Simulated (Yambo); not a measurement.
**Convergence of the G0W0 gap of ZnCl₂**

G0W0@PBEsol for ZnCl$_{2}$ (space group P4_2/nmc, No. 137) in Yambo. Reference settings: 4×4×1 Γ-centred k mesh, bands 9 to 221 and a 7 Ry block in the screening, 221 bands in G with the Bruneval-Gonze terminator, plasmon pole fitted at 27.2 eV. The PBEsol gap Γ → Γ on this mesh is 3.67 eV; G0W0 gaps are taken between the same points.

```
change from the reference       G0W0 gap Γ → Γ (eV)  shift of the valence edge (eV)        rough Yambo cost
------------------------------  -------------------  ------------------------------  ----------------------
reference settings                             6.21                           -1.63                       1
89 bands in W, 89 bands in G                   6.34                           -1.46               about 1/3
146 bands in W, 146 bands in G                 6.26                           -1.57  within a factor of two
89 bands in G                                  6.23                           -1.58                       –
108 bands in W                                 6.29                           -1.54               about 1/2
3 Ry block                                     6.05                           -1.41  within a factor of two
6 Ry block                                     6.18                           -1.59  within a factor of two
no random integration                          6.15                           -1.48                       –
89 bands in G, no terminator                   6.16                           -1.11                       –
146 bands in G, no terminator                  6.17                           -1.38                       –
no terminator                                  6.18                           -1.50                       –
```

The reference isn't shown to be the converged limit. Costs are rough (shared machines), scaled to the same edge states, and given only for runs that recompute the screening.

Geometry relaxed with PBE+D3(BJ); primitive cell a = b = 3.679 Å, c = 10.747 Å, α = β = γ = 90.00°.

A shift is the quasiparticle energy of the state minus its PBEsol energy.
